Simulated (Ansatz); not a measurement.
Be (hcp, Mg type)

```
CELL_PARAMETERS angstrom
      4.52945     0.00000     0.00000
     -1.13236     1.96131     0.00000
      0.00000     0.00000     3.56124
ATOMIC_POSITIONS crystal
  Be 0.16667 0.66667 0.75000
  Be 0.66667 0.66667 0.75000
  Be 0.33333 0.33333 0.25000
  Be 0.83333 0.33333 0.25000
```

Two-dimensional scan of atom 3 (Be, nearest neighbour Be at 2.209 Å; its periodic images, 2.3 Å or more away, move with it): u runs along (1.000, 0.000, 0.000), v along (0.000, 0.000, 1.000) (Cartesian). Cell and other atoms are fixed.

Level of theory: PBE (plane waves to 420 eV, PAW, scalar-relativistic; Ansatz, a first-principles code). k mesh 19×19×11 (Γ-centred), Fermi-Dirac smearing 0.05 eV. The energy includes the smearing's −TS. With partly filled bands, energies and forces of such displacements shift with the k mesh and the smearing. Be was relaxed with its symmetry unable to fall. ΔE is measured from the undisplaced structure. Axes are in Å.

### Question
What ΔE (meV/cell) does the calculation give at all points of the grid u = -0.550, -0.275, 0.000, 0.275, 0.550 by v = -0.550, -0.275, 0.000, 0.275, 0.550?

### Answer
ΔE (meV/cell), with u across and v down:

```
v \ u   -0.550  -0.275  0.000  0.275  0.550
------  ------  ------  -----  -----  -----
-0.550    2957    1819   1462   1862   3067
-0.275    1631     621    327    636   1691
0.000     1290     286      0    290   1330
0.275     1631     621    327    636   1691
0.550     2957    1819   1462   1862   3067
```

(A displaced cell: forces are minus the slopes of the energy, force constants its curvatures, and phonons follow from these.)
